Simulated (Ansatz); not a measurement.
The relaxed structure here is a generated cell of InAs: the first start was made by placing the elements on the sites of a structure type, and the end was not matched to a known phase here, so it may be hypothetical. Known forms of InAs include space group No. 216.

The end point of a relaxation of InAs. Space group R-3m (No. 166). Method: r2SCAN (plane waves to 500 eV, PAW, scalar-relativistic; Ansatz, a program for electronic structure).

```cif
data_As6In6
_chemical_formula_sum 'In6 As6'
_space_group_name_H-M_alt 'R-3m :H'
_space_group_IT_number 166
_space_group_name_Hall '-R 3 2"'
_cell_length_a 4.31645
_cell_length_b 4.31645
_cell_length_c 21.54085
_cell_angle_alpha 90.000
_cell_angle_beta 90.000
_cell_angle_gamma 120.000
loop_
_atom_site_label
_atom_site_type_symbol
_atom_site_symmetry_multiplicity
_atom_site_Wyckoff_symbol
_atom_site_fract_x
_atom_site_fract_y
_atom_site_fract_z
_atom_site_occupancy
In1 In 6 c 0.00000 0.00000 0.43454 1
As1 As 6 c 0.00000 0.00000 0.05668 1
```
(The calculation used a cell of 4 atoms; values per cell refer to that cell.)

Question: What band gap does r2SCAN give?

Answer: 0.09 eV, direct at Γ (no spin-orbit coupling).

No spin polarisation in the result.

The run could not lose the symmetry of its start, so the end can be a saddle point.

It was reached from a disturbed copy of a F-43m (No. 216) cell (zinc blende type), against which it lies +154 meV/atom.
